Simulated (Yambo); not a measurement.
G0W0@LDA for AgI (space group P4/nmm, No. 129) in Yambo. Reference settings: 2×2×2 Γ-centred k mesh, bands 9 to 193 and a 7 Ry block in the screening, 193 bands in G with the Bruneval-Gonze terminator, plasmon pole fitted at 27.2 eV. The LDA gap Γ → Γ on this mesh is 1.22 eV; G0W0 gaps are taken between the same points.

The settings were changed. The gap went from 2.45 eV to 2.30 eV, and the shift of the valence edge from -0.70 eV to -0.45 eV.

Question: Name the change that produced these shifts.
(A) 1×1×1 mesh
(B) 51 bands in W, 51 bands in G, 2 Ry block
(C) 3 Ry block, no terminator
(D) 2×2×1 mesh

Answer: C, 3 Ry block, no terminator. The others gave (gap, valence shift): 2×2×1 mesh: 2.18, -0.53 eV; 1×1×1 mesh: 1.76, -0.27 eV; 51 bands in W, 51 bands in G, 2 Ry block: 2.66, -0.36 eV.

Spin-orbit coupling is not included.

Geometry of the Materials Project entry, not relaxed at this level; primitive cell a = b = 4.471 Å, c = 6.645 Å, α = β = γ = 90.00°.

This is not the ordinary phase of the substance; no match was found in the copy of COD used, and its stability was not checked.

A shift is the quasiparticle energy of the state minus its LDA energy.

The distance between layers or molecules is the database entry's, not relaxed here. Functionals without dispersion can leave it too large, which widens gaps and weakens the response across layers: the numbers belong to this cell.
